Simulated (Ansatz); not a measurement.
TiAl$_{2}$ in space group Cmmm (No. 65; Al on 2a, Al on 4j, Ti on 4i, Al on 2c), plane-wave PAW r²SCAN (Ansatz code), all energies at zero smearing, with the estimated change up to a 700 eV cutoff added, with one set of potentials and settings (totals compare only within such a set). Cell of 6 atoms (4 Al, 2 Ti): -7173.226 eV.

| element | reference phase | E (eV/atom) |
|---|---|---|
| Al | Fm-3m, 1 atoms in the cell | -540.4083 |
| Ti | P6/mmm, 3 atoms in the cell | -2504.3896 |

Formation energy per atom, worked out: (-7173.226 − 4×(-540.4083) − 2×(-2504.3896))/6 = -0.469 eV/atom (-45 kJ per mol of atoms), at 0 K, without zero-point energy or fitted corrections.

The workflow started from an entry of the Crystallography Open Database (COD). Its standing as an ambient phase is unchecked. The cell was relaxed with r²SCAN under the symmetry of its start; whether a distortion lowers the energy is not shown. No spin polarisation was allowed. The references are the lowest solids computed at this level, not always the standard phases.

Potentials: the later of the program's two PAW sets.
